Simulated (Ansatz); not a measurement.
Si$_{6}$BAs:
```
CELL_PARAMETERS angstrom
     -2.63177     2.63177     5.25363
      2.63177    -2.63177     5.25363
      2.63177     2.63177    -5.25363
ATOMIC_POSITIONS crystal
  B  0.00000 0.00000 0.00000
  Si 0.33595 0.33595 0.43626
  Si 0.75000 0.25000 0.50000
  Si 0.10032 0.66405 0.00000
  Si 0.25000 0.75000 0.50000
  Si 0.66405 0.10032 0.00000
  As 0.50000 0.50000 0.00000
  Si 0.89968 0.89968 0.56374
```

Relaxed with r²SCAN. Special points in fractions of this cell's reciprocal vectors: Γ (0.000, 0.000, 0.000); X (0.000, 0.000, 0.500); P (0.250, 0.250, 0.250); N (0.000, 0.500, 0.000); M (0.500, 0.500, -0.500); S (0.313, 0.687, -0.313); S0 (-0.313, 0.313, 0.313); R (-0.125, 0.125, 0.500); G (0.500, 0.500, -0.125).

**Question.** List the band energies nearest the valence-band maximum at these points for r²SCAN in the plane-wave PAW code Ansatz.

**Answer.** In eV from the valence-band maximum; about four levels below and three above (degenerate sets whole), none deeper than 8.9 eV; points with the same levels are listed once.

```json
[
 {"k": "Γ", "below": "-3.39 -3.39 -0.26 0.00 0.00", "above": "0.29 1.04 2.79"},
 {"k": "X", "below": "-1.56 -1.32 -1.17 -0.98", "above": "1.09 2.24 2.58"},
 {"k": "P", "below": "-1.90 -1.90 -1.14 -1.03", "above": "1.71 2.21 3.08 3.08"},
 {"k": "N", "below": "-2.71 -2.66 -1.80 -1.59", "above": "2.41 2.81 3.27"},
 {"k": "M", "below": "-2.63 -2.63 -1.76 -1.76", "above": "0.09 0.93 1.06 1.06"},
 {"k": "S", "below": "-2.73 -2.57 -1.49 -1.37", "above": "0.94 2.36 3.12"},
 {"k": "R", "below": "-1.90 -1.77 -1.56 -1.12", "above": "1.52 2.84 2.89"}
]
```

Space group I-42m. The start of the workflow was typed in or built on a structure type; neither database checked (COD, Materials Project) lists it. Its standing as an ambient phase is unchecked. The r²SCAN relaxation kept the symmetry of its start; whether a distortion lowers the energy is not shown. Spin–orbit coupling is left out wherever it is not named.

Potentials: the earlier of the program's two PAW sets.
